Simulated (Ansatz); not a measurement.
**GaP (F-43m), zone-centre modes**

Level of theory: DFT LDA, scalar-relativistic, plane waves, PAW (Ansatz). Settings: plane waves to 420 eV, k-mesh 8×8×6 (Γ-centred), Gaussian smearing 0.05 eV. No spin polarisation.

Zero of the scan (as given, not relaxed at this level):

```
Ga P
1.0
     0.00000   -2.72525   -2.72525
     0.00000    2.72525   -2.72525
     5.45050    0.00000    0.00000
Ga P
2 2
Direct
  0.50000 0.50000 0.50000
  0.00000 0.00000 0.00000
  0.00000 0.50000 0.25000
  0.50000 0.00000 0.75000
```

Harmonic modes by finite displacements of 0.02 Å, without the LO–TO term. The cell doubles the primitive one, so its zone centre also holds the primitive cell's point q = (0, 1/2, 1/2).

(1) At this geometry, is the structure stable against these modes?

(2) List the wavenumbers in cm⁻¹.

## Answers

(1) Yes: no mode is imaginary beyond 10 cm⁻¹, and only the three translations lie near zero.

(2) 0, 0, 0, 104, 104, 243, 345, 345, 350, 351, 351, 353.

Cost: 1 run of about 0.63 core-minutes, on Intel Xeon 6975P-C (Granite Rapids) (shared hosts).